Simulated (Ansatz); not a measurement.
Ga4As3P, ordered on the wurtzite lattice (P3m1) with 8 atoms a cell at its r2SCAN geometry, run in the PAW code Ansatz at 2 levels of theory. The cell comes from a prototype generator: it can be a known phase or a hypothetical one. Spin polarisation is off.

The r2SCAN input:
```yaml
crystal:
  lattice:
    - [3.9567587693, 0.0, 0.0]
    - [-1.9783793846, 3.4266536108, 0.0]
    - [0.0, 0.0, 13.042336781]
  atoms:
    - { symbol: P, position: [0.6666666667, 0.3333333333, -8.05872e-05] }
    - { symbol: As, position: [0.6666666667, 0.3333333333, 0.4996603109] }
    - { symbol: As, position: [0.3333333333, 0.6666666667, 0.7526939405] }
    - { symbol: As, position: [0.3333333333, 0.6666666667, 0.2464896432] }
    - { symbol: Ga, position: [0.6666666667, 0.3333333333, 0.8179090648] }
    - { symbol: Ga, position: [0.6666666667, 0.3333333333, 0.3112551089] }
    - { symbol: Ga, position: [0.3333333333, 0.6666666667, 0.5643806182] }
    - { symbol: Ga, position: [0.3333333333, 0.6666666667, 0.0576919007] }
kpoints:
  mp_grid: { grid: [12, 12, 2] }
  band_path:
    path:
      - [0.0, 0.0, 0.0]
      - [0.5, 0.0, 0.0]
      - [0.3333333333, 0.3333333333, 0.0]
      - [0.0, 0.0, 0.5]
      - [0.5, 0.0, 0.5]
      - [0.3333333333, 0.3333333333, 0.5]
    npoints: 1
hamiltonian:
  xc: r2scan
scf:
  occupations: { method: fixed }
  n_extra_bands: 6
output:
  forces: true
  stress: true
  eigenvalues: true
```

Main results, then, where recorded, the levels near the gap in eV from the Fermi energy (columns number the bands from 0), one row a point of the path (Γ, M, K, A, L, H):
```
Crystal: 8 atoms, lattice volume = 176.834 Å³
Symmetry: 6 space group operations
Space group: P3m1 (ITA 156)
```
```
Basis set: ecut = 500 eV, 4481 PW (Γ)
k-points: 38 of 288 (time reversal used)
SCF converged after 8 iterations
Free energy (F): -30517.610144 eV
Fermi energy:    7.793966 eV
--- Forces (eV/Å), atoms counted from 1 ---
  atom   1  P       0.00000      0.00000      0.00158
  atom   2  As      0.00000      0.00000      0.00138
  atom   3  As      0.00000      0.00000      0.00092
  atom   4  As      0.00000      0.00000      0.00058
  atom   5  Ga      0.00000      0.00000      0.00148
  atom   6  Ga      0.00000      0.00000    -0.00293
  atom   7  Ga      0.00000      0.00000    -0.00067
  atom   8  Ga      0.00000      0.00000    -0.00238
--- Stress (GPa, compression-positive) ---
       -0.059294       0.000000       0.000000
        0.000000      -0.059294       0.000000
        0.000000       0.000000       0.087865
  P = ⅓ Tr σ = -0.0102 GPa (-0.102 kbar)
```
```tsv
band_48	band_49	band_50	band_51	band_52	band_53
-0.261	0.000	0.000	1.104	1.264	1.869
-2.267	-2.121	-1.294	1.475	1.640	1.705
-2.973	-1.941	-1.815	2.382	2.407	2.521
-0.350	-0.153	-0.153	1.204	1.521	2.296
-2.020	-1.686	-1.531	1.560	1.678	1.798
-2.600	-2.549	-2.524	3.151	3.219	3.558
```

r2SCAN gives a direct gap of 1.10 eV at Γ.

PBE0. Against the first input these blocks differ (the band path and keys that only write files left aside):
```yaml
kpoints:
  mp_grid: { grid: [6, 6, 2] }
hamiltonian:
  xc: pbe0
```

```
Basis set: ecut = 420 eV, 3523 PW (Γ)
k-points: 14 of 72 (time reversal used)
hybrid outer 1: dexx = +6.153e-2 eV, tail = 3.09e-4 eV
hybrid outer 2: dexx = +1.298e-5 eV, tail = 2.29e-7 eV, Δε = 3.62e-3 eV, ΔF = 4.64e-3 eV/Å
hybrid outer 3: dexx = +4.845e-9 eV, tail = 4.69e-9 eV, Δε = 1.24e-4 eV, ΔF = 1.07e-4 eV/Å
hybrid SCF converged: 3 outer / 19 inner (+6 warm-up)
Free energy (F): -30465.460464 eV
Fermi energy:    7.306742 eV
--- Forces (eV/Å), atoms counted from 1 ---
  atom   1  P       0.00000      0.00000      0.01435
  atom   2  As      0.00000      0.00000      0.00201
  atom   3  As      0.00000      0.00000      0.00765
  atom   4  As      0.00000      0.00000    -0.00311
  atom   5  Ga      0.00000      0.00000      0.00174
  atom   6  Ga      0.00000      0.00000    -0.00370
  atom   7  Ga      0.00000      0.00000    -0.00223
  atom   8  Ga      0.00000      0.00000    -0.01671
--- Stress (GPa, compression-positive) ---
        0.432060       0.000000       0.000000
        0.000000       0.432060       0.000000
        0.000000       0.000000       0.328285
  P = ⅓ Tr σ = 0.3975 GPa (3.975 kbar)
```
```tsv
band_48	band_49	band_50	band_51	band_52	band_53
-0.265	0.000	0.000	2.100	2.258	2.910
-2.394	-2.263	-1.386	2.504	2.642	2.706
-3.211	-2.060	-1.912	3.398	3.433	3.566
-0.378	-0.162	-0.162	2.220	2.524	3.350
-2.140	-1.805	-1.634	2.598	2.688	2.804
-2.768	-2.713	-2.687	4.189	4.229	4.717
```

PBE0 gives a direct gap of 2.10 eV at Γ. The mean stress, +0.4 GPa, is small, and the program warns that its thresholds are loose for a hybrid's stress.

The hybrids run on coarser meshes, which limits their stresses and small splittings of levels.

Totals of different functionals can't be compared.

Spin-orbit coupling is left out.
